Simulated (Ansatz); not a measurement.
Kick test of a cell of AlB₂As₃

The structure comes from a generated guess, relaxed at this level; another structure or a mixture of phases may lie lower.

Computed with DFT PBE, scalar-relativistic, plane waves, PAW (Ansatz). Plane waves to 420 eV, a k mesh through Γ of 10×10×10 on the computed 6-atom cell and Gaussian smearing (0.02 eV); no spin polarisation.

The cell below (6 atoms, space group I-4m2 (No. 119)) is relaxed within its symmetry.

```xyz
6
Lattice="-1.7892 1.7892 7.8886 1.7892 -1.7892 7.8886 1.7892 1.7892 -7.8886" Properties=species:S:1:pos:R:3 pbc="T T T"
Al    0.0000    0.0000    0.0000
B     0.0000    0.0000   10.6604
B     0.0000    0.0000    5.1169
As    0.0000    1.7892    6.2810
As    1.7892    0.0000    3.9443
As    0.0000    1.7892    1.6076
```

For the test a repeat of it with 12 atoms (edges 3.58, 7.16, 8.28 Å) was strained at random (σ = 1.5 % a component), the atoms were moved at random (σ = 0.15 Å), and all was relaxed again on a coarse 4×2×4 mesh (in the run’s order of axes) with 0.10 eV smearing, with no symmetry imposed.

**Question.** What happens?

**Answer.** It returns, within 1 meV/atom of the unmoved cell on that mesh and with the same symmetry when read at 0.1 Å. No instability shows in this cell; modes of other wave vectors, which need another repeat, aren't tested.
